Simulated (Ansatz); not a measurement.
Relaxation of a relaxed Be cell displaced along its unstable phonon at q = (½, 0, 0) of its primitive reciprocal cell (100i cm⁻¹), largest move 0.15 Å; 2 atoms in the cell, which starts as Cmcm (No. 63), oS4; a = 2.492 Å, b = c = 3.525 Å, α = β = γ = 90.00°. The numbers are results of PBEsol (plane waves to 420 eV, PAW, scalar-relativistic; Ansatz, a quantum-chemistry and plane-wave program), not measurements. Γ-centred k-mesh 9×18×18 on the run's cell (coarser than for final values), Fermi–Dirac smearing 0.05 eV. This is the first round of the run. 

The optimiser's lines from the output (shortened; P is positive under compression):

```
relax step   1: F+E_penalty+E_count = -180.51228211 eV  Δ(F+E_penalty+E_count) = +0.000e0 eV  max|allowed force component| = 1.231e-2 eV/Å  Δτ_max = 0.0000 Å  P = +1.366 GPa  Ω = 15.482 Å³  (5 SCF iters, dr2 threshold 1.00e-7 eV, accepted)
relax step   2: F+E_penalty+E_count = -180.57800643 eV  Δ(F+E_penalty+E_count) = -6.572e-2 eV  max|allowed force component| = 2.234e-1 eV/Å  Δτ_max = 0.0152 Å  P = +1.269 GPa  Ω = 15.517 Å³  (5 SCF iters, dr2 threshold 2.00e-7 eV, accepted)
relax step   3: F+E_penalty+E_count = -180.69225196 eV  Δ(F+E_penalty+E_count) = -1.142e-1 eV  max|allowed force component| = 5.334e-2 eV/Å  Δτ_max = 0.1074 Å  P = +0.710 GPa  Ω = 15.572 Å³  (5 SCF iters, dr2 threshold 2.00e-7 eV, accepted)
relax step   4: F+E_penalty+E_count = -180.65535343 eV  Δ(F+E_penalty+E_count) = +3.690e-2 eV  max|allowed force component| = 2.592e-1 eV/Å  Δτ_max = 0.0109 Å  P = +1.775 GPa  Ω = 15.514 Å³  (5 SCF iters, dr2 threshold 2.00e-7 eV, rejected (line search))
relax step   5: F+E_penalty+E_count = -180.69779221 eV  Δ(F+E_penalty+E_count) = -5.540e-3 eV  max|allowed force component| = 3.035e-3 eV/Å  Δτ_max = 0.0192 Å  P = +0.284 GPa  Ω = 15.625 Å³  (6 SCF iters, accepted)
relax step   6: F+E_penalty+E_count = -180.69828149 eV  Δ(F+E_penalty+E_count) = -4.893e-4 eV  max|allowed force component| = 1.172e-3 eV/Å  Δτ_max = 0.0013 Å  P = -0.004 GPa  Ω = 15.652 Å³  (3 SCF iters, dr2 threshold 2.00e-7 eV, accepted)
relax step   7: F+E_penalty+E_count = -180.69829577 eV  Δ(F+E_penalty+E_count) = -1.428e-5 eV  max|allowed force component| = 1.076e-2 eV/Å  Δτ_max = 0.0007 Å  P = +0.007 GPa  Ω = 15.653 Å³  (3 SCF iters, dr2 threshold 2.00e-7 eV, accepted)
relax step   8: F+E_penalty+E_count = -180.69833306 eV  Δ(F+E_penalty+E_count) = -3.729e-5 eV  max|allowed force component| = 7.974e-4 eV/Å  Δτ_max = 0.0015 Å  P = +0.000 GPa  Ω = 15.653 Å³  (3 SCF iters, dr2 threshold 1.48e-7 eV, accepted)
relax step   9: F+E_penalty+E_count = -180.69871261 eV  Δ(F+E_penalty+E_count) = -3.796e-4 eV  max|allowed force component| = 6.976e-4 eV/Å  Δτ_max = 0.0000 Å  P = +0.036 GPa  Ω = 15.653 Å³  stress off target by 7.97e-2 GPa  SCF on the basis re-selected at this cell (its energy is not comparable with the rows above)  (4 SCF iters)
relax step  10: F+E_penalty+E_count = -180.69871249 eV  Δ(F+E_penalty+E_count) = +1.166e-7 eV  max|allowed force component| = 3.641e-5 eV/Å  Δτ_max = 0.0003 Å  P = -0.035 GPa  Ω = 15.662 Å³  (2 SCF iters, dr2 threshold 1.59e-8 eV, accepted)
relax step  11: F+E_penalty+E_count = -180.69871356 eV  Δ(F+E_penalty+E_count) = -1.070e-6 eV  max|allowed force component| = 3.110e-6 eV/Å  Δτ_max = 0.0000 Å  P = -0.001 GPa  Ω = 15.658 Å³  (2 SCF iters, dr2 threshold 4.12e-9 eV, accepted)
relax step  12: F+E_penalty+E_count = -180.69871419 eV  Δ(F+E_penalty+E_count) = -6.289e-7 eV  max|allowed force component| = 7.481e-6 eV/Å  Δτ_max = 0.0000 Å  P = -0.001 GPa  Ω = 15.658 Å³  stress off target by 9.99e-4 GPa  SCF on the basis re-selected at this cell (its energy is not comparable with the rows above)  (4 SCF iters)
```

From the first to the last row the energy changes by -0.09 eV/atom and the volume by +1.1 %. The last row is marked as not comparable with the walk above it, whose basis was carried along; it does compare with step 1, since both stand on a basis selected at the nominal cutoff for their own cell.

Step 4 was rejected by the optimiser.

Later rounds, restarted from the end of this one on a renewed k-mesh, logged 5 more steps and released under 0.01 eV/atom more. The final structure after all rounds: P6₃/mmc (No. 194), hP2, hcp (Mg type); a = 2.2568 Å, b = 2.2568 Å, c = 3.5529 Å, α = 90.00°, β = 90.00°, γ = 120.00°. Between re-selections the logged energies stand on a plane-wave basis carried along with the cell. No spin polarisation in the result.

The run could not lose the symmetry of its start.

Of the parent cell (Im-3m (No. 229)): it is a generated cell of Be: the first start was made by placing the elements on the sites of a structure type, and the end was not matched to a known phase here, so it may be hypothetical. Known forms of Be include space group No. 194.
